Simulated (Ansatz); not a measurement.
**Relaxing a structure of BaS2**

The start is a relaxed BaS2 cell, doubled along one cell vector, shaken by Gaussian noise of σ = 0.08 Å a coordinate. The cell and all atomic positions are relaxed at zero pressure with r2SCAN (plane waves to 500 eV, PAW, scalar-relativistic; Ansatz, a quantum-chemistry and plane-wave program). The first steps use a coarse 6×5×3 k-mesh.

The start:
```yaml
crystal:
  lattice:
    - [4.25974, 0.00000, 0.00000]
    - [0.00000, 2.63837, 4.07265]
    - [0.00000, -5.27674, 8.14530]
  atoms:
    - { symbol: Ba, position: [0.96751, 0.82154, 0.39559] }
    - { symbol: Ba, position: [0.01568, 0.79562, 0.89369] }
    - { symbol: S, position: [0.50328, 0.83651, 0.12844] }
    - { symbol: S, position: [0.53062, 0.83605, 0.62626] }
    - { symbol: S, position: [0.48620, 0.26047, 0.42944] }
    - { symbol: S, position: [0.49499, 0.26762, 0.92754] }
```

Problem. What is the largest force in the starting geometry, and on which atom (counted from 1)?

Solution. 0.98 eV/Å, on S6 (atoms numbered as listed).

Problem. By how much does the energy per atom fall from start to end?

Solution. 0.030 eV/atom.

Problem. How do the shortest distances between atoms change?

Solution. The closest pairs of elements (up to four, under 3.6 Å), start → end: S–S 2.17 → 2.11 Å; Ba–S 2.93 → 3.20 Å.

Final structure:

Space group Amm2 (No. 38); a = 4.259 Å, b = 5.279 Å, c = 8.143 Å, α = β = γ = 90.00°

```json
[
 {"atom": "Ba", "site": "2b", "symmetry": "mm2", "x": "0.5000", "y": "0.5000", "z": "0.7087"},
 {"atom": "S", "site": "4d", "symmetry": "m..", "x": "0.0000", "y": "0.2999", "z": "0.4458"}
]
```
(The calculation used a cell of 3 atoms; values per cell refer to that cell.)

Final values are on a 8×8×8 k-mesh of the relaxed cell. The relaxed cell holds bonded S–S pairs (2.11 Å). No spin polarisation in the result.

The relaxed structure here is a generated cell of BaS2: the first start was made by a random draw of sites in a space group, and the end was not matched to a known phase here, so it may be hypothetical.
